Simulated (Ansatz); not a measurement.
Relaxed candidate structures of Au:

A. Fm-3m (No. 225), cF4, fcc (Cu type); a = b = c = 4.083 Å, α = β = γ = 90.00°; Au 4a (0.000, 0.000, 0.000)

B. Fd-3m, origin choice 1 (No. 227), cF8, diamond type; a = b = c = 6.025 Å, α = β = γ = 90.00°; Au 8b (0.500, 0.500, 0.500)

Order them by energy per atom (lowest first) at the level PBEsol (plane waves to 420 eV, PAW, scalar-relativistic; Ansatz, a quantum-chemistry and plane-wave program).

A (reference), B (+0.94 eV/atom)

Each run could gain symmetry but not lose that of its start, so entries can be saddle points. From databases, or of a type measured for this composition: Fm-3m, cF4, fcc (Cu type); the others are generated cells (placed on structure types, drawn at random, substituted or restacked) that were not matched to a known phase here. Static energies at zero pressure. No spin polarisation in the result.
